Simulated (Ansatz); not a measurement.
Ansatz (a program for electronic structure) input:

Ansatz 0.2 input:
```yaml
crystal:
  lattice:
    - [3.9882849305, 0.0, 0.0]
    - [-1.9941424653, 3.4539560674, 0.0]
    - [0.0, 0.0, 6.5728425452]
  atoms:
    - { symbol: Ga, position: [0.3333333333, 0.6666666667, 0.0000152146] }
    - { symbol: Ga, position: [0.6666666667, 0.3333333333, 0.5000152146] }
    - { symbol: As, position: [0.3333333333, 0.6666666667, 0.3739847854] }
    - { symbol: As, position: [0.6666666667, 0.3333333333, 0.8739847854] }
kpoints:
  mp_grid: { grid: [6, 6, 3] }
hamiltonian:
  xc: hse06
  pseudopotentials: { kind: paw }
scf:
  n_extra_bands: 6
  occupations: { method: fixed }
output:
  eigenvalues: true
  eigenstates:
    e_range: [-9.0, 8.6]
    kpoints:
      - [0.0, 0.0, 0.0]  # VBM
      - [0.0, 0.0, 0.0]  # CBM
      - [0.0, 0.0, 0.0]  # GAMMA
      - [0.0, 0.0, 0.5]  # A
      - [0.3333333333, 0.3333333333, 0.0]  # K
      - [0.3333333333, 0.3333333333, 0.5]  # H
      - [0.5, 0.0, 0.0]  # M
      - [0.5, 0.0, 0.5]  # L
```

Output (shortened):

```
Pseudopotential: Ga, paw, valence charge 13
Pseudopotential: As, paw, valence charge 15
Functional definition: HSE06
davidson cushion auto → on  (no smearing: the cushion is to keep the highest requested band from converging to the state above it …
Crystal: 4 atoms, lattice volume = 90.543 Å³
Basis set: ecut = 420 eV, 1761 PW (Γ)
Bands: 34, of which v1, the nominal top of the filled ones, is band 28 counted from 1 (27 counted from 0)
Symmetry: 12 space group operations
Space group: P63mc (ITA 186), of the structure as read, at distance tolerance 4.5e-5 Å
k-points: 14 of 108 (time reversal used)
SCF iter   1: F=—  HF=-17279.602120 eV  |F-HF|=—  |Δ(HF+E_count)|=         —  Δρ=1.39e-3  dr2=3.06e-3  ethr=1.77e-3  ⟨swp⟩=6.8  Hψ=1923  notcnv=0
preconditioner: auto → none
iter 2 solved again at ethr=3.65e-7 eV; its pass at ethr=5.46e-6 eV (dr2=2.04e-4 eV) is discarded
SCF iter   2: F=—  HF=-17279.601888 eV  |F-HF|=—  |Δ(HF+E_count)|=   2.31e-4  Δρ=4.14e-4  dr2=2.07e-4  ethr=3.65e-7  ⟨swp⟩=2.9  Hψ=2775  notcnv=0
SCF iter   3: F=—  HF=-17279.601894 eV  |F-HF|=—  |Δ(HF+E_count)|=   5.24e-6  Δρ=2.22e-4  dr2=3.69e-5  ethr=3.65e-7  ⟨swp⟩=3.6  Hψ=1530  notcnv=0
SCF iter   4: F=-17279.601956 eV  HF=-17279.601951 eV  |F-HF|=4.72e-6  |Δ(HF+E_count)|=   5.74e-5  Δρ=7.75e-5  dr2=4.53e-6  ethr=6.59e-8  ⟨swp⟩=3.4  Hψ=1388  notcnv=0
SCF 1 stopped early in 4 iterations: F = -17279.601956 eV  dr2 = 4.53e-6
Crystal: 4 atoms, lattice volume = 90.543 Å³
Exchange kernel: α = 0.2500, screened, ω = 0.2079 Å⁻¹, Wigner–Seitz truncation, v(0) = 1046.1519 eV·Å³, q-mesh 6×6×3, nearest image of the exchange supercell L …
Frozen-core exchange: fock
SCF iter   1: F=—  HF=-17283.159554 eV  |F-HF|=—  |Δ(HF+E_count)|=         —  Δρ=1.29e-2  dr2=5.78e-2  ethr=8.08e-8  ⟨swp⟩=8.3  Hψ=2750  notcnv=0
preconditioner: auto → none
SCF iter   2: F=—  HF=-17283.120259 eV  |F-HF|=—  |Δ(HF+E_count)|=   3.93e-2  Δρ=2.86e-3  dr2=4.70e-3  ethr=8.08e-8  ⟨swp⟩=5.0  Hψ=2194  notcnv=0
SCF iter   3: F=—  HF=-17283.138796 eV  |F-HF|=—  |Δ(HF+E_count)|=   1.85e-2  Δρ=3.17e-3  dr2=3.00e-3  ethr=8.08e-8  ⟨swp⟩=5.0  Hψ=2075  notcnv=0
SCF iter   4: F=—  HF=-17283.138486 eV  |F-HF|=—  |Δ(HF+E_count)|=   3.10e-4  Δρ=1.13e-3  dr2=4.89e-4  ethr=8.08e-8  ⟨swp⟩=4.0  Hψ=1757  notcnv=0
SCF iter   5: F=—  HF=-17283.138512 eV  |F-HF|=—  |Δ(HF+E_count)|=   2.57e-5  Δρ=3.81e-5  dr2=3.50e-5  ethr=8.08e-8  ⟨swp⟩=4.0  Hψ=1405  notcnv=0
SCF iter   6: F=—  HF=-17283.138910 eV  |F-HF|=—  |Δ(HF+E_count)|=   3.98e-4  Δρ=2.31e-4  dr2=2.01e-5  ethr=4.74e-9  ⟨swp⟩=4.8  Hψ=1863  notcnv=0
SCF iter   7: F=-17283.138895 eV  HF=-17283.138895 eV  |F-HF|=5.60e-7  |Δ(HF+E_count)|=   1.51e-5  Δρ=1.97e-5  dr2=6.09e-7  ethr=4.74e-9  ⟨swp⟩=4.0  Hψ=1541  notcnv=0
SCF 2 stopped early in 7 iterations: F = -17283.138895 eV  dr2 = 6.09e-7
hybrid outer 1: dexx = +2.172e-2 eV, tail = 1.45e-4 eV
Crystal: 4 atoms, lattice volume = 90.543 Å³
Exchange kernel: α = 0.2500, screened, ω = 0.2079 Å⁻¹, Wigner–Seitz truncation, v(0) = 1046.1519 eV·Å³, q-mesh 6×6×3, nearest image of the exchange supercell L …
Frozen-core exchange: fock
SCF iter   1: F=—  HF=-17283.139067 eV  |F-HF|=—  |Δ(HF+E_count)|=         —  Δρ=7.13e-5  dr2=6.12e-6  ethr=1.29e-6  ⟨swp⟩=3.2  Hψ=1097  notcnv=0
preconditioner: auto → none
SCF iter   2: F=—  HF=-17283.139081 eV  |F-HF|=—  |Δ(HF+E_count)|=   1.35e-5  Δρ=4.22e-5  dr2=1.46e-6  ethr=6.20e-9  ⟨swp⟩=4.1  Hψ=1930  notcnv=0
iter 3 solved again at ethr=1.45e-10 eV; its pass at ethr=1.86e-9 eV (dr2=8.14e-8 eV) is discarded
SCF iter   3: F=—  HF=-17283.139080 eV  |F-HF|=—  |Δ(HF+E_count)|=   4.07e-7  Δρ=1.42e-5  dr2=6.74e-7  ethr=1.45e-10  ⟨swp⟩=2.1  Hψ=2340  notcnv=0
SCF iter   4: F=-17283.139083 eV  HF=-17283.139083 eV  |F-HF|=1.49e-8  |Δ(HF+E_count)|=   2.39e-6  Δρ=2.67e-6  dr2=1.34e-8  ethr=1.45e-10  ⟨swp⟩=4.3  Hψ=1384  notcnv=0  defer=4
SCF 3 converged in 4 iterations: F = -17283.139083 eV  dr2 = 1.34e-8
hybrid outer 2: dexx = +2.496e-6 eV, tail = 1.19e-7 eV, Δε = 2.96e-3 eV (about 1.05e-4 eV left of the loop's levels)
NSCF: frozen V_eff on 8 k-points
hybrid SCF converged: 2 outer / 11 inner (+4 warm-up), last move |dexx| = 2.50e-6 eV, tail = 1.19e-7 eV
Stability not checked (fock_operator)
Free energy (F): -17283.139071 eV
Frozen-core exchange: fock
Harris-Foulkes:  -17283.139071 eV  (|F-HF|=1.49e-8)
Internal energy: -17283.139071 eV  (E = F + TS)
E sigma→0 (E₀):  -17283.139071 eV
Fermi energy:    7.864029 eV
--- Per-component energies (eV) ---
  E_band       = -776.375490
  E_kinetic    = 435.371643
  E_local      = -7860.117656  (includes V_loc(G=0)·N_el)
  E_nonlocal   = -489.361378
  E_hartree    = 3968.756456
  E_xc         = -238.693381
  E_vxc        = -219.922741  (∫ρ·V_xc dr)
  E_exx        = -218.724019  (= α·E_x^exact, valence–valence)
  E_paw        = -7492.555960  (= ΣΔE_a)
  E_vpaw       = -142.414875  (= ΣTr[D̂ρ^β])
  E_aug_tail   = -0.000216  (compensation charges beyond the density's cutoff)
  E_ewald      = -5386.518564
  E_core_change = -1.295996  (= ΣΔE_core)
  E_smearing   =  0.000000  (= −TS)
  E_closure    =  0.000000  (closes the sum)
  Σ components = -17283.139071   (vs F -17283.139071, Δ=-3.64e-12)
  [band-id]    e_kinetic+e_local+e_nonlocal+2·e_hartree+e_vxc+2·e_exx+e_vpaw+e_augmentation_tail = -776.380349   (vs E_band -776.375490, Δ=-4.86e-3)
--- Band table (eV; the first three rows and the last of 14) ---
  k-point 0: bands = ["-30.7962", "-30.7959", "-30.7926", "-30.7926", "-30.7922", "-30.7922", "-30.7823", "-30.7823", "-30.7817", "-30.7817", "-9.7291", "-9.6777", "-9.6744", "-9.6744", "-9.6623", "-9.6623", "-9.6033", "-9.6033", "-9.5930", "-9.5930", …
  k-point 1: bands = ["-30.7962", "-30.7960", "-30.7926", "-30.7926", "-30.7924", "-30.7924", "-30.7822", "-30.7822", "-30.7819", "-30.7819", "-9.7165", "-9.6908", "-9.6718", "-9.6718", "-9.6658", "-9.6658", "-9.6004", "-9.6004", "-9.5952", "-9.5952", …
  k-point 2: bands = ["-30.7961", "-30.7958", "-30.7927", "-30.7925", "-30.7923", "-30.7921", "-30.7823", "-30.7821", "-30.7818", "-30.7816", "-9.7366", "-9.6893", "-9.6723", "-9.6691", "-9.6557", "-9.6554", "-9.6058", "-9.6029", "-9.5963", "-9.5916", …
  k-point 13: bands = ["-30.7954", "-30.7954", "-30.7923", "-30.7923", "-30.7923", "-30.7919", "-30.7818", "-30.7817", "-30.7817", "-30.7815", "-9.7418", "-9.7418", "-9.6551", "-9.6467", "-9.6467", "-9.6439", "-9.6032", "-9.6010", "-9.6010", "-9.5974", …
```

Cost: about 5 core-minutes (a rough figure) on shared cores.

The points marked VBM and CBM come from a semilocal run.

Space group P6_3mc (wurtzite). The workflow started from a Materials Project entry (that database holds measured and hypothetical structures alike); the Crystallography Open Database copy checked does not list it. It is not the phase usual at ambient conditions (space group No. 216). Symmetry was held in the PBEsol relaxation; its stability against distortions is not shown here. Spin–orbit coupling is left out wherever it is not named.

Potentials: the later of the program's two PAW sets.

Ansatz is a plane-wave DFT program.
